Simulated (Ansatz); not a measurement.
According to DFT-PBEsol in the program Ansatz with PAW potentials, FeCo in the CsCl type structure (Pm-3m) relaxes to a = 2.800 Å. Against the elements it lies at -2.7 kJ/mol of atoms, with no fitted shifts.

Electronic character: metallic (no gap). The magnetic state found is ferromagnetic. The net moment is 2.22 μB per atom.

The bulk modulus is 216 GPa. The relaxed-ion elastic constants in GPa are C11 = 294, C12 = 181, C44 = 149. The elastic constants imply a Debye temperature near 510 K.

Symmetry was held in the PBEsol relaxation. The final state is ferromagnetic, chosen from 5 collinear starts compared on coarse meshes (ties went to the first, and starts can fall back to one state), not a proven ground state. Textbook magnetic order: ferromagnetic. As this level gives no gap, shear constants depend on the k-mesh and smearing (Fermi–Dirac, 0.1 eV here). The references are the lowest solids computed at this level, not always the standard phases.

Potentials: the later of the program's two PAW sets.
